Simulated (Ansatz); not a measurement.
The cell is SiC3, ordered on the diamond lattice (P-4m2) with 4 atoms a cell; cell and atoms were relaxed with r2SCAN. It is tetragonal, P-4m2 (No. 115); conventional cell a = 2.796 Å, c = 4.090 Å, 8.00 Å³ an atom. C is surrounded by 2 C at 1.65 Å and 2 Si at 1.82 Å; C is surrounded by 4 C at 1.65 Å; Si is surrounded by 4 C at 1.82 Å.

3 runs of the PAW code Ansatz on this cell differ in the functional (and in the settings that go with it). Levels are in eV from each run's valence top; v1 is the last filled band, c1 the first empty one.

Run A, mean stress 0.0 GPa (compression positive):
```
point      v5     v3     v1    c1    c2    c3
    X   -7.12  -6.46  -0.93  5.05  6.32  6.62
    M   -8.82  -5.56  -4.12  1.95  1.95  2.22
    Z   -5.19  -4.21  -1.53  2.95  3.27  6.52
    R  -10.93  -2.80  -0.81  3.23  6.02  6.60
```

Run B, mean stress -3.2 GPa (compression positive):
```
point      v5     v3     v1    c1    c2    c3
    X   -7.40  -6.69  -0.99  6.06  7.06  7.42
    M   -9.33  -5.74  -4.31  2.61  2.61  2.94
    Z   -5.35  -4.35  -1.59  3.84  4.02  7.31
    R  -11.52  -2.87  -0.87  4.13  7.02  7.51
```

Run C, mean stress -3.4 GPa (compression positive):
```
point      v5     v3     v1    c1    c2    c3
    X   -7.45  -6.74  -1.01  6.82  7.81  8.19
    M   -9.39  -5.76  -4.33  3.34  3.34  3.68
    Z   -5.37  -4.39  -1.60  4.58  4.76  8.06
    R  -11.58  -2.88  -0.89  4.87  7.78  8.26
```

Question: Match the runs to r2SCAN, HSE06, PBE0.

Answer: A is r2SCAN, B is HSE06, C is PBE0. In order of the gap: r2SCAN 1.65, HSE06 2.33, PBE0 3.06 eV. The stress vanishes for r2SCAN, which relaxed the cell.

(Calculated; spin-unpolarised; the phase may be known or hypothetical.)

The program warns that its thresholds are loose for a hybrid's stress.

The meshes of the hybrids are coarse, so their gaps aren't converged to the digits shown.
